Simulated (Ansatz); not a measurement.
**Squeezing Na (fcc type)**

```
CELL_PARAMETERS angstrom
0.00000 2.55602 2.55602
2.55602 0.00000 2.55602
2.55602 2.55602 0.00000
ATOMIC_POSITIONS crystal
Na 0.00000 0.00000 0.00000
```

The cell comes from a relaxation on PAW files under the same functional, begun from a prototype that needn't be the stable phase.

Its volume is scaled at fixed shape and fractional positions.

All numbers are LDA results (scalar-relativistic) from Ansatz 0.2.0, with a Γ-centred 13×13×13 k mesh, Fermi–Dirac smearing of 0.05 eV, no spin polarisation. Methods: LAPW: all electrons, basis error target 1 meV/atom; PAW: frozen-core files, cutoff 420 eV; crystal datasets: all electrons, by PAW datasets that the program makes for each cell; norm-conserving: pseudopotentials, cutoff 1197 eV.

Energies are extrapolated to zero smearing and count from the unscaled cell; pressure is positive in compression; gaps take the mesh and a band path. No temperature or zero-point motion is included.

The PAW files were made under PBE. The structure type is held throughout; the real material can change phase at far lower pressure.

```tsv
V/V0	V (Å³/atom)	P LAPW (GPa)	ΔE LAPW (eV/atom)	P PAW − LAPW (GPa)	ΔE PAW − LAPW (meV/atom)
1.00	33.40	0.00	0.000	0.00	0.0
0.95	31.73	0.51	0.002	0.00	0.0
0.85	28.39	2.00	0.027	0.00	0.1
0.75	25.05	4.48	0.092	0.00	0.1
0.65	21.71	?	?	?	?
0.55	18.37	16.80	0.483	0.00	0.2
0.45	15.03	33.1	0.982	0.00	0.2
0.40	13.36	47.8	1.398	-0.01	0.1
```

Problem. Fit the Vinet equation to the LAPW pressures shown (residuals weighted by 1/(|P| + 0.03·Pmax)), and predict the pressure of the withheld row.

Solution. The fit gives V0 = 33.45 Å³/atom, B0 = 8.38 GPa and B0′ = 4.41. At 21.71 Å³/atom, x = (V/V0)^(1/3) = 0.8658, and P = 3·B0·(1 − x)/x²·exp[1.5·(B0′ − 1)·(1 − x)] = 8.94 GPa. The run itself gave 8.79 GPa (+1.7 % off) and ΔE = 0.226 eV/atom.

Problem. From the table, what is the rise of the enthalpy H = E + pV up to the last row, and how stiff is the crystal between the last two rows?

Solution. ΔH = 1.398 eV + (47.8 GPa × 13.36 Å³ + 0.00 GPa × 33.40 Å³) × 0.006242 eV/(GPa·Å³) = 5.38 eV/atom, of which pV makes 74 %. The mean bulk modulus there is −ΔP/Δln V = 125 GPa.

Problem. At the smallest volume, how far do crystal datasets and norm-conserving lie from LAPW in pressure?

Solution. crystal datasets: 0.00 GPa; norm-conserving: +0.13 GPa, on a LAPW pressure of 47.8 GPa.

Problem. How do the Löwdin populations by LAPW change from the unscaled cell to the last row?

Solution. Na 3s 0.97 → 1.02 electrons an atom. These are projections on the shells that the free atoms fill; 0.04 e a cell lies outside them at the start and 0.02 e at the end.
